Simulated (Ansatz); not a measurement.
NaH:
```xyz
2
Lattice="0.0000 2.3957 2.3957 2.3957 0.0000 2.3957 2.3957 2.3957 0.0000" Properties=species:S:1:pos:R:3 pbc="T T T"
Na     0.0000     0.0000     0.0000
H      2.3957     2.3957     2.3957
```

Tensor components refer to the Cartesian frame of this cell.

Task: Give the high-frequency dielectric tensor and the Born effective charge tensors of the independent atoms from DFPT, PBEsol (plane waves, PAW; program Ansatz).

Result: 
ε∞:
```
3.25  0.00  0.00
0.00  3.25  0.00
0.00  0.00  3.25
```
Z* of atom 1 (Na), rows: field, columns: displacement, in e:
```
0.96  0.00  0.00
0.00  0.96  0.00
0.00  0.00  0.96
```
Z* of atom 2 (H), rows: field, columns: displacement, in e:
```
-0.96   0.00   0.00
 0.00  -0.96   0.00
 0.00   0.00  -0.96
```

Space group Fm-3m (rock salt). The PBEsol relaxation kept the symmetry of its start.

Potentials: the later of the program's two PAW sets.
